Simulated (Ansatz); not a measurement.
Question: WC in space group P-6m2 (No. 187; W on 1a, C on 1f) is relaxed with r²SCAN (plane waves, PAW; program Ansatz). What lattice parameters of the conventional cell result?

Answer: a = 2.912 Å, c = 2.836 Å.

Question: Is it a metal or does it have a gap at this level?

Answer: No gap at this level.

The cell was relaxed with r²SCAN under the symmetry of its start; of distortions, only those at the zone centre were tested. The run is not spin-polarised. Spin–orbit coupling is left out wherever it is not named.

Potentials: the later of the program's two PAW sets.
